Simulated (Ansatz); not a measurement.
Values for one crystal, relaxed and computed with r²SCAN (plane waves, PAW; program Ansatz); other levels are named.

- Volume per atom: 14.79 Å³
- Electronic character: metallic (no gap)
- Bulk modulus (Birch–Murnaghan fit): 1530 kbar
- Formation energy from the elements (no fitted shifts): -0.72 eV/atom
- Density of states at the Fermi level: 0.34 states/eV per atom (mean over ±0.08 eV)
- Pressure derivative B′: 4.9

### Question
Pick the material that matches.
(A) In2Au3, La2O3 or Ni2Al3 type
(B) YGa, Cmcm (Y on 4c, Ga on 4c)
(C) ZrGa3, I4/mmm (Zr on 4e, Ga on 4c, Ga on 4d, Ga on 4e)
(D) AlPd, Cmcm (Al on 4c, Pd on 4c)

### Answer
D, AlPd, Cmcm (Al on 4c, Pd on 4c)

The start of the workflow was typed in or built on a structure type; neither database checked (COD, Materials Project) lists it. Whether it is the stable phase at ambient conditions was not checked. The r²SCAN relaxation kept the symmetry of its start; its stability against distortions is not shown here. No spin polarisation was allowed. The references are the lowest solids computed at this level, not always the standard phases. Scalar-relativistic: spin–orbit coupling is off unless named, which matters more the heavier the elements.

Potentials: the earlier of the program's two PAW sets.
